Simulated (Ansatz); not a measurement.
NaCl:
```cif
data_ClNa
_chemical_formula_sum 'Na1 Cl1'
_space_group_name_H-M_alt 'Pm-3m'
_space_group_IT_number 221
_space_group_name_Hall '-P 4 2 3'
_cell_length_a 3.46045
_cell_length_b 3.46045
_cell_length_c 3.46045
_cell_angle_alpha 90.000
_cell_angle_beta 90.000
_cell_angle_gamma 90.000
loop_
_atom_site_label
_atom_site_type_symbol
_atom_site_symmetry_multiplicity
_atom_site_Wyckoff_symbol
_atom_site_fract_x
_atom_site_fract_y
_atom_site_fract_z
_atom_site_occupancy
Na1 Na 1 a 0.00000 0.00000 0.00000 1
Cl1 Cl 1 b 0.50000 0.50000 0.50000 1
```

This is the r²SCAN-relaxed structure.

**Question.** All from r²SCAN in the plane-wave PAW code Ansatz, unless another level is named. Predict the formation energy from the elements (no fitted shifts).

**Answer.** -182 kJ/mol of atoms.

**Question.** Next, the HSE06 gap on the r²SCAN cell?

**Answer.** 5.42 eV.

**Question.** Give the band gap.

**Answer.** 4.91 eV (indirect).

**Question.** Give the weight of the conduction-edge state by species (Voronoi cells).

**Answer.** Na 64 %, Cl 36 %.

**Question.** Give the weight of the valence-edge state by species (Voronoi cells).

**Answer.** Cl 97 %, Na 3 %.

This is a known high-pressure phase of the composition, computed here at zero pressure and temperature. The cell was relaxed with r²SCAN under the symmetry of its start; of distortions, only those at the zone centre were tested. The references are the lowest solids computed at this level, not always the standard phases (solids in place of the gases).

Potentials: the earlier of the program's two PAW sets.
